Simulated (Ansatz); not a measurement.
# Ag: levels along high-symmetry lines

```
CELL_PARAMETERS angstrom
2.93000 0.00000 0.00000
-1.46500 2.53745 0.00000
0.00000 0.00000 4.79000
ATOMIC_POSITIONS crystal
Ag 0.33333 0.66667 0.25000
Ag 0.66667 0.33333 0.75000
```

Atoms are numbered in the order listed.

The cell comes from COD entry 1509145, which wasn't checked; take it as a given geometry.

Level of theory: Ansatz 0.2.0, DFT, LDA, all-electron LAPW, scalar-relativistic.

Settings: a Γ-centred 14×14×8 k mesh, Fermi–Dirac smearing of 0.05 eV, basis error target 0.25 meV/atom, no spin polarisation.

Points in fractions of the reciprocal vectors of this cell: Γ (0, 0, 0), M (0.5, 0, 0), K (0.333, 0.333, 0), A (0, 0, 0.5), L (0.5, 0, 0.5), H (0.333, 0.333, 0.5). The path joins them by straight lines in the order Γ–M–K–Γ–A–L–H–A–L; legs that retrace an earlier one aren't tabulated. Energies are in eV from the Fermi level.

(1) Metal or insulator at this level of theory?

(2) Tabulate bands 15 to 21, counted from the lowest band of the run, along the path.

## Answers

(1) No gap opens: metallic or semimetallic.

(2) 
```json
{"k (1/Å)": "0.00", "point": "Γ", "band 15": "-4.23", "band 16": "-3.90", "band 17": "-3.90", "band 18": "-2.94", "band 19": "-2.94", "band 20": "-0.29", "band 21": "3.34"}
{"k (1/Å)": "0.18", "point": "", "band 15": "-4.17", "band 16": "-3.96", "band 17": "-3.94", "band 18": "-3.18", "band 19": "-2.92", "band 20": "0.11", "band 21": "3.37"}
{"k (1/Å)": "0.35", "point": "", "band 15": "-4.18", "band 16": "-4.05", "band 17": "-3.98", "band 18": "-3.57", "band 19": "-2.88", "band 20": "1.05", "band 21": "3.47"}
{"k (1/Å)": "0.53", "point": "", "band 15": "-3.88", "band 16": "-3.87", "band 17": "-3.83", "band 18": "-3.70", "band 19": "-2.84", "band 20": "2.23", "band 21": "3.69"}
{"k (1/Å)": "0.71", "point": "", "band 15": "-4.00", "band 16": "-3.50", "band 17": "-3.36", "band 18": "-3.35", "band 19": "-2.80", "band 20": "3.56", "band 21": "4.08"}
{"k (1/Å)": "0.88", "point": "", "band 15": "-4.09", "band 16": "-3.15", "band 17": "-3.03", "band 18": "-2.78", "band 19": "-2.43", "band 20": "4.50", "band 21": "4.94"}
{"k (1/Å)": "1.06", "point": "", "band 15": "-3.73", "band 16": "-2.90", "band 17": "-2.78", "band 18": "-2.77", "band 19": "-1.07", "band 20": "2.94", "band 21": "5.92"}
{"k (1/Å)": "1.24", "point": "M", "band 15": "-3.61", "band 16": "-2.81", "band 17": "-2.76", "band 18": "-2.68", "band 19": "0.16", "band 20": "1.47", "band 21": "6.63"}
{"k (1/Å)": "1.34", "point": "", "band 15": "-3.67", "band 16": "-2.81", "band 17": "-2.78", "band 18": "-2.71", "band 19": "0.24", "band 20": "1.50", "band 21": "6.69"}
{"k (1/Å)": "1.44", "point": "", "band 15": "-3.82", "band 16": "-2.81", "band 17": "-2.81", "band 18": "-2.79", "band 19": "0.47", "band 20": "1.61", "band 21": "6.86"}
{"k (1/Å)": "1.54", "point": "", "band 15": "-4.01", "band 16": "-2.90", "band 17": "-2.85", "band 18": "-2.83", "band 19": "0.84", "band 20": "1.78", "band 21": "7.15"}
{"k (1/Å)": "1.65", "point": "", "band 15": "-3.97", "band 16": "-3.01", "band 17": "-2.90", "band 18": "-2.86", "band 19": "1.29", "band 20": "1.99", "band 21": "6.64"}
{"k (1/Å)": "1.75", "point": "", "band 15": "-3.90", "band 16": "-3.10", "band 17": "-2.94", "band 18": "-2.91", "band 19": "1.82", "band 20": "2.26", "band 21": "5.42"}
{"k (1/Å)": "1.85", "point": "", "band 15": "-3.84", "band 16": "-3.12", "band 17": "-2.98", "band 18": "-2.96", "band 19": "2.42", "band 20": "2.58", "band 21": "4.22"}
{"k (1/Å)": "1.95", "point": "K", "band 15": "-3.81", "band 16": "-3.07", "band 17": "-3.07", "band 18": "-2.97", "band 19": "2.99", "band 20": "2.99", "band 21": "3.14"}
{"k (1/Å)": "2.16", "point": "", "band 15": "-3.90", "band 16": "-3.28", "band 17": "-2.95", "band 18": "-2.85", "band 19": "0.88", "band 20": "4.13", "band 21": "4.59"}
{"k (1/Å)": "2.36", "point": "", "band 15": "-4.09", "band 16": "-3.52", "band 17": "-2.90", "band 18": "-2.83", "band 19": "-0.96", "band 20": "5.55", "band 21": "5.98"}
{"k (1/Å)": "2.57", "point": "", "band 15": "-3.99", "band 16": "-3.76", "band 17": "-3.12", "band 18": "-2.87", "band 19": "-2.36", "band 20": "4.48", "band 21": "4.54"}
{"k (1/Å)": "2.77", "point": "", "band 15": "-4.00", "band 16": "-3.83", "band 17": "-3.61", "band 18": "-3.29", "band 19": "-2.86", "band 20": "2.85", "band 21": "3.86"}
{"k (1/Å)": "2.97", "point": "", "band 15": "-4.16", "band 16": "-4.07", "band 17": "-3.85", "band 18": "-3.63", "band 19": "-2.88", "band 20": "1.40", "band 21": "3.53"}
{"k (1/Å)": "3.18", "point": "", "band 15": "-4.14", "band 16": "-3.98", "band 17": "-3.96", "band 18": "-3.24", "band 19": "-2.92", "band 20": "0.23", "band 21": "3.38"}
{"k (1/Å)": "3.38", "point": "Γ", "band 15": "-4.23", "band 16": "-3.90", "band 17": "-3.90", "band 18": "-2.94", "band 19": "-2.94", "band 20": "-0.29", "band 21": "3.34"}
{"k (1/Å)": "3.48", "point": "", "band 15": "-4.24", "band 16": "-3.87", "band 17": "-3.87", "band 18": "-2.94", "band 19": "-2.94", "band 20": "-0.57", "band 21": "3.69"}
{"k (1/Å)": "3.57", "point": "", "band 15": "-4.27", "band 16": "-3.80", "band 17": "-3.80", "band 18": "-2.96", "band 19": "-2.96", "band 20": "-1.22", "band 21": "4.53"}
{"k (1/Å)": "3.66", "point": "", "band 15": "-4.31", "band 16": "-3.70", "band 17": "-3.70", "band 18": "-2.98", "band 19": "-2.98", "band 20": "-1.97", "band 21": "5.61"}
{"k (1/Å)": "3.76", "point": "", "band 15": "-4.37", "band 16": "-3.58", "band 17": "-3.58", "band 18": "-3.02", "band 19": "-3.02", "band 20": "-2.71", "band 21": "6.82"}
{"k (1/Å)": "3.85", "point": "", "band 15": "-4.42", "band 16": "-3.46", "band 17": "-3.46", "band 18": "-3.38", "band 19": "-3.07", "band 20": "-3.07", "band 21": "8.11"}
{"k (1/Å)": "3.94", "point": "", "band 15": "-4.47", "band 16": "-3.93", "band 17": "-3.35", "band 18": "-3.35", "band 19": "-3.15", "band 20": "-3.15", "band 21": "9.44"}
{"k (1/Å)": "4.04", "point": "A", "band 15": "-4.33", "band 16": "-4.33", "band 17": "-3.24", "band 18": "-3.24", "band 19": "-3.24", "band 20": "-3.24", "band 21": "10.79"}
{"k (1/Å)": "4.22", "point": "", "band 15": "-4.33", "band 16": "-4.33", "band 17": "-3.25", "band 18": "-3.25", "band 19": "-3.12", "band 20": "-3.12", "band 21": "10.89"}
{"k (1/Å)": "4.39", "point": "", "band 15": "-4.28", "band 16": "-4.28", "band 17": "-3.26", "band 18": "-3.26", "band 19": "-2.83", "band 20": "-2.83", "band 21": "11.18"}
{"k (1/Å)": "4.57", "point": "", "band 15": "-4.06", "band 16": "-4.06", "band 17": "-3.26", "band 18": "-3.26", "band 19": "-2.44", "band 20": "-2.44", "band 21": "11.46"}
{"k (1/Å)": "4.75", "point": "", "band 15": "-3.86", "band 16": "-3.86", "band 17": "-3.17", "band 18": "-3.17", "band 19": "-1.88", "band 20": "-1.88", "band 21": "9.51"}
{"k (1/Å)": "4.92", "point": "", "band 15": "-3.37", "band 16": "-3.37", "band 17": "-2.99", "band 18": "-2.99", "band 19": "-1.02", "band 20": "-1.02", "band 21": "7.26"}
{"k (1/Å)": "5.10", "point": "", "band 15": "-3.08", "band 16": "-3.08", "band 17": "-2.81", "band 18": "-2.81", "band 19": "0.11", "band 20": "0.11", "band 21": "5.31"}
{"k (1/Å)": "5.28", "point": "L", "band 15": "-2.99", "band 16": "-2.99", "band 17": "-2.73", "band 18": "-2.73", "band 19": "0.81", "band 20": "0.81", "band 21": "4.33"}
{"k (1/Å)": "5.38", "point": "", "band 15": "-3.01", "band 16": "-3.01", "band 17": "-2.77", "band 18": "-2.77", "band 19": "0.93", "band 20": "0.93", "band 21": "4.35"}
{"k (1/Å)": "5.48", "point": "", "band 15": "-3.11", "band 16": "-3.11", "band 17": "-2.83", "band 18": "-2.83", "band 19": "1.25", "band 20": "1.25", "band 21": "4.41"}
{"k (1/Å)": "5.58", "point": "", "band 15": "-3.30", "band 16": "-3.30", "band 17": "-2.85", "band 18": "-2.85", "band 19": "1.73", "band 20": "1.73", "band 21": "4.51"}
{"k (1/Å)": "5.68", "point": "", "band 15": "-3.51", "band 16": "-3.51", "band 17": "-2.86", "band 18": "-2.86", "band 19": "2.31", "band 20": "2.31", "band 21": "4.66"}
{"k (1/Å)": "5.79", "point": "", "band 15": "-3.69", "band 16": "-3.69", "band 17": "-2.87", "band 18": "-2.87", "band 19": "2.95", "band 20": "2.95", "band 21": "4.86"}
{"k (1/Å)": "5.89", "point": "", "band 15": "-3.81", "band 16": "-3.81", "band 17": "-2.89", "band 18": "-2.89", "band 19": "3.60", "band 20": "3.60", "band 21": "5.14"}
{"k (1/Å)": "5.99", "point": "H", "band 15": "-3.85", "band 16": "-3.85", "band 17": "-2.90", "band 18": "-2.90", "band 19": "4.00", "band 20": "4.00", "band 21": "5.49"}
{"k (1/Å)": "6.20", "point": "", "band 15": "-3.83", "band 16": "-3.83", "band 17": "-2.84", "band 18": "-2.84", "band 19": "2.45", "band 20": "2.45", "band 21": "6.29"}
{"k (1/Å)": "6.40", "point": "", "band 15": "-3.91", "band 16": "-3.91", "band 17": "-2.76", "band 18": "-2.76", "band 19": "0.48", "band 20": "0.48", "band 21": "7.86"}
{"k (1/Å)": "6.60", "point": "", "band 15": "-3.89", "band 16": "-3.89", "band 17": "-2.86", "band 18": "-2.86", "band 19": "-1.12", "band 20": "-1.12", "band 21": "9.84"}
{"k (1/Å)": "6.81", "point": "", "band 15": "-3.91", "band 16": "-3.91", "band 17": "-3.13", "band 18": "-3.13", "band 19": "-2.15", "band 20": "-2.15", "band 21": "11.76"}
{"k (1/Å)": "7.01", "point": "", "band 15": "-4.17", "band 16": "-4.17", "band 17": "-3.25", "band 18": "-3.25", "band 19": "-2.72", "band 20": "-2.72", "band 21": "11.31"}
{"k (1/Å)": "7.22", "point": "", "band 15": "-4.34", "band 16": "-4.34", "band 17": "-3.25", "band 18": "-3.25", "band 19": "-3.09", "band 20": "-3.09", "band 21": "10.93"}
{"k (1/Å)": "7.42", "point": "A", "band 15": "-4.33", "band 16": "-4.33", "band 17": "-3.24", "band 18": "-3.24", "band 19": "-3.24", "band 20": "-3.24", "band 21": "10.79"}
```
